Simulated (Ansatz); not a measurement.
This cell of TiCdO$_{3}$ (space group R-3) is off equilibrium:

```
TiCdO3
1.0
    2.46791     1.42485     4.65567
   -2.46791     1.42485     4.65567
    0.00000    -2.84970     4.65567
Ti Cd O
2 2 6
Direct
  0.84859   0.84859   0.84859
  0.15141   0.15141   0.15141
  0.63023   0.63023   0.63023
  0.36977   0.36977   0.36977
  0.80693   0.43520   0.01968
  0.19307   0.56480   0.98032
  0.01968   0.80693   0.43520
  0.98032   0.19307   0.56480
  0.43520   0.01968   0.80693
  0.56480   0.98032   0.19307
```

Method: PBEsol (plane waves to 420 eV, PAW, scalar-relativistic; Ansatz, a quantum-chemistry and plane-wave program). k mesh 8×8×8 (Γ-centred), Fermi-Dirac smearing 0.05 eV. Energies are smeared free energies. Compression counts positive. TiCdO3 is run without spin polarisation. TiCdO3 was relaxed with its symmetry unable to fall.

Task: Give the stress tensor in GPa and the pressure.

Result: 
```
   46.8      0.0      0.0
    0.0     46.8      0.0
    0.0      0.0     34.3
```
The pressure, a third of the trace, is 42.6 GPa.

Task: It is the relaxed cell scaled evenly to V/V₀ = 0.840, atoms relaxed where free. What is its energy relative to the relaxed cell?

Result: 217.0 meV/atom.

(Under strain, the slope of the energy per volume gives the stress and its curvature an elastic modulus.)
